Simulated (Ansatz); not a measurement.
Geometry optimisation in Ansatz: input, command and trajectory.

```yaml
crystal:
  lattice:
    - [6.6302698981, 0.0, 0.0]
    - [-3.3151349491, 5.7419821657, 0.0]
    - [0.0, 0.0, 5.321814593]
  atoms:
    - { symbol: Be, position: [0.3333333333, 0.6666666667, 0.25] }
    - { symbol: Be, position: [0.6666666667, 0.3333333333, 0.75] }
    - { symbol: Bi, position: [0.833, 0.666, 0.25] }
    - { symbol: Bi, position: [0.167, 0.833, 0.75] }
    - { symbol: Bi, position: [0.334, 0.167, 0.25] }
    - { symbol: Bi, position: [0.167, 0.334, 0.75] }
    - { symbol: Bi, position: [0.833, 0.167, 0.25] }
    - { symbol: Bi, position: [0.666, 0.833, 0.75] }
basis:
  ecutwfc: 420
kpoints:
  mp_grid: { grid: [3, 3, 4] }
hamiltonian:
  xc: pbe
scf:
  occupations: { method: gaussian, width: 0.1 }
  lower_state_search: "off"
output:
  forces: true
  stress: true
  eigenvalues: true
relax:
  adjacent_minimum: "off"
  f_tol: 0.04
  max_steps: 70
  cell: { stress_tol: 0.4 }
```

```bash
ansatz run input.yaml --threads 1 --pin off --max-ram 2560MiB --backend cpu --events-out ev --progress --plain --runs-dir out
```

Theory: DFT PBE, scalar-relativistic, plane waves, PAW in Ansatz.

Of 18 frames 10 are shown, positions in Å and forces in eV/Å; the SCF threshold varies from step to step. Steps run on the plane waves of an earlier cell, with a Pulay correction in the pressure. The basis is chosen afresh for the last frame, the zero of the energies, and at times for earlier ones too; energy and pressure step there, also at an unchanged geometry. Here that happened at step 13 (-45 meV/atom, 2.5 GPa); the frames before carry an error of that size.

```xyz
8
Lattice="6.6303 0.0000 0.0000 -3.3151 5.7420 0.0000 0.0000 0.0000 5.3218" Properties=species:S:1:pos:R:3:forces:R:3 pbc="T T T" step=1 free_energy_over_end_meV_per_atom=351.37 pressure_GPa=5.51
Be    0.0000    3.8280    1.3305    0.0000    0.0000    0.0000
Be    3.3151    1.9140    3.9914    0.0000    0.0000    0.0000
Bi    3.3151    3.8242    1.3305    0.0000   -0.6680    0.0000
Bi   -1.6543    4.7831    3.9914    0.5785   -0.3340    0.0000
Bi    1.6609    0.9589    1.3305    0.5785    0.3340    0.0000
Bi    0.0000    1.9178    3.9914    0.0000    0.6680    0.0000
Bi    4.9694    0.9589    1.3305   -0.5785    0.3340    0.0000
Bi    1.6543    4.7831    3.9914   -0.5785   -0.3340    0.0000
8
Lattice="6.9347 0.0000 0.0000 -3.4673 6.0056 0.0000 0.0000 0.0000 5.3600" Properties=species:S:1:pos:R:3:forces:R:3 pbc="T T T" step=3 free_energy_over_end_meV_per_atom=290.03 pressure_GPa=-0.67
Be    0.0000    4.0037    1.3400    0.0000    0.0000    0.0000
Be    3.4673    2.0019    4.0200    0.0000    0.0000    0.0000
Bi    3.4673    3.8863    1.3400    0.0000   -0.0737    0.0000
Bi   -1.6320    4.9460    4.0200    0.0638   -0.0368    0.0000
Bi    1.8353    1.0596    1.3400    0.0638    0.0368    0.0000
Bi    0.0000    2.1193    4.0200    0.0000    0.0737    0.0000
Bi    5.0993    1.0596    1.3400   -0.0638    0.0368    0.0000
Bi    1.6320    4.9460    4.0200   -0.0638   -0.0368    0.0000
8
Lattice="7.1014 0.0000 0.0000 -3.5507 6.1500 0.0000 0.0000 0.0000 4.9214" Properties=species:S:1:pos:R:3:forces:R:3 pbc="T T T" step=5 free_energy_over_end_meV_per_atom=243.03 pressure_GPa=1.23
Be    0.0000    4.1000    1.2304    0.0000    0.0000    0.0000
Be    3.5507    2.0500    3.6911    0.0000    0.0000    0.0000
Bi    3.5507    3.9029    1.2304    0.0000   -0.2413    0.0000
Bi   -1.6047    5.0264    3.6911    0.2090   -0.1206    0.0000
Bi    1.9460    1.1235    1.2304    0.2090    0.1206    0.0000
Bi    0.0000    2.2471    3.6911    0.0000    0.2413    0.0000
Bi    5.1553    1.1235    1.2304   -0.2090    0.1206    0.0000
Bi    1.6047    5.0264    3.6911   -0.2090   -0.1206    0.0000
8
Lattice="7.5375 0.0000 0.0000 -3.7688 6.5277 0.0000 0.0000 0.0000 4.4013" Properties=species:S:1:pos:R:3:forces:R:3 pbc="T T T" step=7 free_energy_over_end_meV_per_atom=146.89 pressure_GPa=1.44
Be    0.0000    4.3518    1.1003    0.0000    0.0000    0.0000
Be    3.7688    2.1759    3.3010    0.0000    0.0000    0.0000
Bi    3.7688    4.0332    1.1003    0.0000   -0.0783    0.0000
Bi   -1.6085    5.2805    3.3010    0.0678   -0.0392    0.0000
Bi    2.1603    1.2472    1.1003    0.0678    0.0392    0.0000
Bi    0.0000    2.4945    3.3010    0.0000    0.0783    0.0000
Bi    5.3772    1.2472    1.1003   -0.0678    0.0392    0.0000
Bi    1.6085    5.2805    3.3010   -0.0678   -0.0392    0.0000
8
Lattice="7.9233 0.0000 0.0000 -3.9617 6.8618 0.0000 0.0000 0.0000 4.0786" Properties=species:S:1:pos:R:3:forces:R:3 pbc="T T T" step=9 free_energy_over_end_meV_per_atom=101.03 pressure_GPa=-0.11
Be    0.0000    4.5745    1.0196    0.0000    0.0000    0.0000
Be    3.9617    2.2873    3.0589    0.0000    0.0000    0.0000
Bi    3.9617    4.1641    1.0196    0.0000    0.0201    0.0000
Bi   -1.6254    5.5129    3.0589   -0.0174    0.0101    0.0000
Bi    2.3363    1.3488    1.0196   -0.0174   -0.0101    0.0000
Bi    0.0000    2.6977    3.0589    0.0000   -0.0201    0.0000
Bi    5.5870    1.3488    1.0196    0.0174   -0.0101    0.0000
Bi    1.6254    5.5129    3.0589    0.0174    0.0101    0.0000
8
Lattice="8.0516 0.0000 0.0000 -4.0258 6.9729 0.0000 0.0000 0.0000 3.8683" Properties=species:S:1:pos:R:3:forces:R:3 pbc="T T T" step=10 free_energy_over_end_meV_per_atom=87.90 pressure_GPa=0.73
Be    0.0000    4.6486    0.9671    0.0000    0.0000    0.0000
Be    4.0258    2.3243    2.9013    0.0000    0.0000    0.0000
Bi    4.0258    4.2043    0.9671    0.0000   -0.0878    0.0000
Bi   -1.6282    5.5886    2.9013    0.0760   -0.0439    0.0000
Bi    2.3977    1.3843    0.9671    0.0760    0.0439    0.0000
Bi    0.0000    2.7686    2.9013    0.0000    0.0878    0.0000
Bi    5.6540    1.3843    0.9671   -0.0760    0.0439    0.0000
Bi    1.6282    5.5886    2.9013   -0.0760   -0.0439    0.0000
8
Lattice="8.0739 0.0000 0.0000 -4.0370 6.9922 0.0000 0.0000 0.0000 3.9016" Properties=species:S:1:pos:R:3:forces:R:3 pbc="T T T" step=12 free_energy_over_end_meV_per_atom=86.43 pressure_GPa=-0.04
Be    0.0000    4.6615    0.9754    0.0000    0.0000    0.0000
Be    4.0370    2.3307    2.9262    0.0000    0.0000    0.0000
Bi    4.0370    4.2035    0.9754    0.0000   -0.0180    0.0000
Bi   -1.6219    5.5978    2.9262    0.0156   -0.0090    0.0000
Bi    2.4151    1.3944    0.9754    0.0156    0.0090    0.0000
Bi    0.0000    2.7887    2.9262    0.0000    0.0180    0.0000
Bi    5.6588    1.3944    0.9754   -0.0156    0.0090    0.0000
Bi    1.6219    5.5978    2.9262   -0.0156   -0.0090    0.0000
8
Lattice="8.3906 0.0000 0.0000 -4.1953 7.2665 0.0000 0.0000 0.0000 3.7739" Properties=species:S:1:pos:R:3:forces:R:3 pbc="T T T" step=14 free_energy_over_end_meV_per_atom=10.61 pressure_GPa=1.52
Be    0.0000    4.8443    0.9435    0.0000    0.0000    0.0000
Be    4.1953    2.4222    2.8305    0.0000    0.0000    0.0000
Bi    4.1953    4.2991    0.9435    0.0000   -0.1211    0.0000
Bi   -1.6255    5.7828    2.8305    0.1048   -0.0605    0.0000
Bi    2.5698    1.4837    0.9435    0.1048    0.0605    0.0000
Bi    0.0000    2.9674    2.8305    0.0000    0.1211    0.0000
Bi    5.8208    1.4837    0.9435   -0.1048    0.0605    0.0000
Bi    1.6255    5.7828    2.8305   -0.1048   -0.0605    0.0000
8
Lattice="8.5658 0.0000 0.0000 -4.2829 7.4182 0.0000 0.0000 0.0000 3.8710" Properties=species:S:1:pos:R:3:forces:R:3 pbc="T T T" step=16 free_energy_over_end_meV_per_atom=1.35 pressure_GPa=-0.48
Be    0.0000    4.9455    0.9677    0.0000    0.0000    0.0000
Be    4.2829    2.4727    2.9032    0.0000    0.0000    0.0000
Bi    4.2829    4.3378    0.9677    0.0000   -0.0950    0.0000
Bi   -1.6151    5.8780    2.9032    0.0823   -0.0475    0.0000
Bi    2.6678    1.5402    0.9677    0.0823    0.0475    0.0000
Bi    0.0000    3.0805    2.9032    0.0000    0.0950    0.0000
Bi    5.8981    1.5402    0.9677   -0.0823    0.0475    0.0000
Bi    1.6151    5.8780    2.9032   -0.0823   -0.0475    0.0000
8
Lattice="8.5676 0.0000 0.0000 -4.2838 7.4197 0.0000 0.0000 0.0000 3.8485" Properties=species:S:1:pos:R:3:forces:R:3 pbc="T T T" step=18 free_energy_over_end_meV_per_atom=0.00 pressure_GPa=0.00
Be    0.0000    4.9465    0.9621    0.0000    0.0000    0.0000
Be    4.2838    2.4732    2.8864    0.0000    0.0000    0.0000
Bi    4.2838    4.3294    0.9621    0.0000   -0.0054    0.0000
Bi   -1.6075    5.8746    2.8864    0.0047   -0.0027    0.0000
Bi    2.6763    1.5452    0.9621    0.0047    0.0027    0.0000
Bi    0.0000    3.0904    2.8864    0.0000    0.0054    0.0000
Bi    5.8913    1.5452    0.9621   -0.0047    0.0027    0.0000
Bi    1.6075    5.8746    2.8864   -0.0047   -0.0027    0.0000
```

The start puts this composition into another compound's structure type, which needn't suit it. At the end the space group is P6_3/mmc (tolerance 0.05 Å).

Time: 2.3 min on 1 thread of Arm Neoverse V1, with other jobs on the host, peak memory 0.5 GiB.

The k mesh is coarse. Spin–orbit coupling is left out, which can shift energies with elements as heavy as these.